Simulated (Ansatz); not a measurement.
Al4Cr: input and output of an SCF run

We look at Al4Cr: a distorted, unrelaxed cell, with 15 atoms per cell.

Computed with DFT, PBE, PAW, plane waves, scalar-relativistic (Ansatz development build ahead of 0.2.0).

Input:

```yaml
crystal:
  lattice:
    - [5.331966, -0.159562, -0.072653]
    - [2.935348, -8.790458, 0.123286]
    - [1.020731, 0.063739, -4.9151]
  atoms:
    - { symbol: Cr, position: [0.259565, 0.302552, 0.180496] }
    - { symbol: Cr, position: [0.568516, 0.716956, 0.149349] }
    - { symbol: Al, position: [0.365306, 0.958527, 0.9658] }
    - { symbol: Cr, position: [0.781468, 0.996438, 0.817099] }
    - { symbol: Al, position: [0.62357, 0.979511, 0.377868] }
    - { symbol: Al, position: [0.767474, 0.210592, 0.136281] }
    - { symbol: Al, position: [0.997003, 0.746021, 0.082011] }
    - { symbol: Al, position: [0.481061, 0.261676, 0.657628] }
    - { symbol: Al, position: [0.719294, 0.746916, 0.657171] }
    - { symbol: Al, position: [0.953821, 0.146147, 0.566018] }
    - { symbol: Al, position: [0.084222, 0.865165, 0.540244] }
    - { symbol: Al, position: [0.851567, 0.442299, 0.445392] }
    - { symbol: Al, position: [0.264096, 0.526509, 0.488624] }
    - { symbol: Al, position: [0.992552, 0.435115, 0.918336] }
    - { symbol: Al, position: [0.506406, 0.485653, 0.890242] }
hamiltonian:
  xc: pbe
  pseudopotentials: { kind: paw }
basis:
  ecutwfc: 420
kpoints:
  mp_grid: { grid: [3, 2, 3] }
scf:
  occupations: { method: gaussian, width: 0.1 }
  lower_state_search: "off"
  algorithm: density_mixing
  max_iter: 70
  mixing: { algorithm: anderson, ndim: 8, beta: 0.2, preconditioner: none }
output:
  forces: true
  stress: true
```

Command:
```sh
ansatz run input.yaml --threads 2 --pin off --max-ram 5120MiB --backend cpu --events-out ev --progress --plain --runs-dir out
```

Program output, abridged:

```
Pseudopotentials: kind: paw
Pseudopotential: Cr, paw, valence charge 14, recommended cutoff 420 eV (normal), Cr.paw.azcp
Pseudopotential: Al, paw, valence charge 3, recommended cutoff 420 eV (normal), Al.paw.azcp
Functional definition: PBE
Crystal: 15 atoms, lattice volume = 227.343 Å³
Basis set: ecut = 420 eV, 4441 PW (Γ), exchange–correlation on 72×128×72 points (8 copies of the dense FFT grid, shifted against one another)
Bands: 54, of which v1, the nominal top of the filled ones, is band 39 counted from 1 (38 counted from 0)
Symmetry: 1 space group operations
Space group: P1 (ITA 1), of the structure as read, at distance tolerance 6.1e-5 Å
k-points: 10 of 18 (time reversal used)
Non-local potential: Cr, projectors of the file, l = 0: 3, l = 1: 2, l = 2: 3, l = 3: 1
Non-local potential: Al, projectors of the file, l = 0: 2, l = 1: 2, l = 2: 1
Initial density: superposition of atomic densities (neutral atoms: chi_scale 0, normalization atom), corrected by the library's trained network
Initial wavefunctions: pseudopotential atomic-orbital guess
Functional: x = pbe(κ = 0.804, μ = 0.2195149727645171), c = pbe(β = 0.06672455060314922)
SCF iter   1: F=—  HF=-16577.343476 eV  |F-HF|=—  |Δ(HF+E_count)|=         —  Δρ=8.68e-3  dr2=2.09e-1  ethr=1.77e-3  ⟨swp⟩=6.9  Hψ=2473  notcnv=0
SCF iter   2: F=—  HF=-16577.435492 eV  |F-HF|=—  |Δ(HF+E_count)|=   9.20e-2  Δρ=2.67e-2  dr2=3.14e0  ethr=2.68e-4  ⟨swp⟩=2.0  Hψ=764  notcnv=0  defer=66  κ⁻¹=1.0e0(r=1)
SCF iter   3: F=—  HF=-16577.338406 eV  |F-HF|=—  |Δ(HF+E_count)|=   9.71e-2  Δρ=7.99e-3  dr2=2.16e-1  ethr=2.68e-4  ⟨swp⟩=2.0  Hψ=686  notcnv=0  defer=66  κ⁻¹=8.5e-2(r=2)
SCF iter   4: F=—  HF=-16577.331772 eV  |F-HF|=—  |Δ(HF+E_count)|=   6.63e-3  Δρ=5.16e-3  dr2=7.38e-2  ethr=2.68e-4  ⟨swp⟩=1.6  Hψ=489  notcnv=0  defer=66  κ⁻¹=2.1e-2(r=3)
SCF iter   5: F=—  HF=-16577.330119 eV  |F-HF|=—  |Δ(HF+E_count)|=   1.65e-3  Δρ=4.20e-3  dr2=4.10e-2  ethr=9.47e-5  ⟨swp⟩=1.6  Hψ=513  notcnv=0  defer=62  κ⁻¹=5.1e-3(r=4)
SCF iter   6: F=—  HF=-16577.327683 eV  |F-HF|=—  |Δ(HF+E_count)|=   2.44e-3  Δρ=1.99e-3  dr2=3.97e-3  ethr=5.25e-5  ⟨swp⟩=1.1  Hψ=487  notcnv=0  defer=58  κ⁻¹=5.8e-4(r=5)
SCF iter   7: F=—  HF=-16577.327763 eV  |F-HF|=—  |Δ(HF+E_count)|=   7.98e-5  Δρ=1.14e-3  dr2=1.02e-3  ethr=5.09e-6  ⟨swp⟩=1.0  Hψ=491  notcnv=0  defer=49  κ⁻¹=9.5e-5(r=6)
[... 1 iterations left out ...]
SCF iter   9: F=—  HF=-16577.327946 eV  |F-HF|=—  |Δ(HF+E_count)|=   1.59e-5  Δρ=2.99e-4  dr2=2.58e-4  ethr=6.70e-7  ⟨swp⟩=2.0  Hψ=599  notcnv=0  defer=49  κ⁻¹=1.1e-5(r=7)
SCF iter  10: F=—  HF=-16577.327947 eV  |F-HF|=—  |Δ(HF+E_count)|=   6.69e-7  Δρ=5.69e-5  dr2=5.55e-6  ethr=3.31e-7  ⟨swp⟩=1.9  Hψ=536  notcnv=0  defer=49  κ⁻¹=1.3e-4(r=7)
SCF iter  11: F=—  HF=-16577.327990 eV  |F-HF|=—  |Δ(HF+E_count)|=   4.31e-5  Δρ=3.19e-5  dr2=1.68e-6  ethr=7.12e-9  ⟨swp⟩=2.6  Hψ=797  notcnv=0  defer=1  κ⁻¹=2.0e-5(r=7)
SCF iter  12: F=—  HF=-16577.327990 eV  |F-HF|=—  |Δ(HF+E_count)|=   1.10e-7  Δρ=2.23e-5  dr2=1.32e-6  ethr=2.15e-9  ⟨swp⟩=1.6  Hψ=580  notcnv=0  defer=1  κ⁻¹=3.1e-5(r=7)
SCF iter  13: F=—  HF=-16577.327990 eV  |F-HF|=—  |Δ(HF+E_count)|=   2.52e-8  Δρ=2.40e-5  dr2=2.27e-6  ethr=1.69e-9  ⟨swp⟩=1.9  Hψ=529  notcnv=0  defer=1  κ⁻¹=7.5e-5(r=7)
SCF iter  14: F=—  HF=-16577.327990 eV  |F-HF|=—  |Δ(HF+E_count)|=   4.59e-8  Δρ=1.17e-5  dr2=5.04e-7  ethr=1.69e-9  ⟨swp⟩=1.5  Hψ=483  notcnv=0  defer=1  κ⁻¹=2.0e-4(r=7)
SCF iter  15: F=-16577.327990 eV  HF=-16577.327990 eV  |F-HF|=3.04e-8  |Δ(HF+E_count)|=   1.34e-8  Δρ=5.29e-6  dr2=5.90e-8  ethr=1.28e-10  ⟨swp⟩=2.1  Hψ=1448  notcnv=0
SCF 1 converged in 15 iterations: F = -16577.327990 eV  dr2 = 5.90e-8
  greatest PAW one-centre occupation: 1.000 electrons in one spin orbital (limit 2), on the Cr atom at site 0 (counted from 0), in its partial waves of l = 0
SCF converged after 15 iterations
Stability not checked: this state was not tested for a lower state beside it, because the mixer in use, unlike msr1, does not test its closes by its own steps (another_mixer; see scf.mixing.algorithm and scf.lower_state_search)
Free energy (F): -16577.327990 eV
Harris-Foulkes:  -16577.327990 eV  (|F-HF|=3.04e-8)
Internal energy: -16577.277310 eV  (E = F + TS)
E sigma→0 (E₀):  -16577.302650 eV
Entropy (-TS):   -0.050679 eV (-3.379 meV/atom)
Fermi energy:    9.464194 eV
--- Per-component energies (eV) ---
  E_band       = -634.536833
  E_kinetic    = 1331.728991
  E_local      = -6983.430563  (includes V_loc(G=0)·N_el)
  E_nonlocal   = 377.219901
  E_hartree    = 3155.970791
  E_xc         = -903.005507
  E_vxc        = -890.965993  (∫ρ·V_xc dr)
  E_paw        = -9206.128309  (= ΣΔE_a)
  E_vpaw       = -781.030179  (= ΣTr[D̂ρ^β])
  E_aug_tail   = 0.001078  (compensation charges beyond the density's cutoff)
  E_ewald      = -4349.633692
  E_smearing   = -0.050679  (= −TS)
  E_closure    = -0.000000  (closes the sum)
  Σ components = -16577.327990   (vs F -16577.327990, Δ=0.00e0)
--- Forces (eV/Å), atoms counted from 1 ---
  atom   1  Cr     2.20061707     4.39518666    -1.50141573
  atom   2  Cr    -1.15192237     0.72275913    -1.88302876
  atom   3  Al    -3.24629346    -1.76017682    -0.68135325
  atom   4  Cr    -4.49257398    -2.13540003    -6.70723104
  atom   5  Al    -1.52236314    -1.24492906     0.63752774
  atom   6  Al     0.59425967    -0.29979785     1.60877554
  atom   7  Al     2.34874153     0.44167098     0.99224093
  atom   8  Al    -2.73143267     1.29697173    -0.49169519
  atom   9  Al    -0.95131063     1.89084405     0.37158747
  atom  10  Al     5.36393948    -1.64606118     1.56996207
  atom  11  Al     6.10939849     4.98474419     4.98727143
  atom  12  Al    -1.57313944    -1.52771930     0.34281547
  atom  13  Al     0.78570885    -1.42611460     2.44262152
  atom  14  Al    -1.01426867    -2.19687535     0.68110292
  atom  15  Al    -0.71931454    -1.49509200    -2.36913551
  max |Σ_I F_I| component: 4.62e-5 eV/Å
--- Stress (GPa, compression-positive) ---
       12.967379       7.307779       4.872303
        7.307781      11.196309       1.650781
        4.872303       1.650780      11.559681
  P = ⅓ Tr σ = 11.9078 GPa (119.078 kbar)
```

Spin is off, though the compound may be magnetic.

The run took 4.1 s on 2 threads of Intel(R) Xeon(R) 6975P-C (Granite Rapids), with other jobs on the host, peak memory 0.61 GiB.
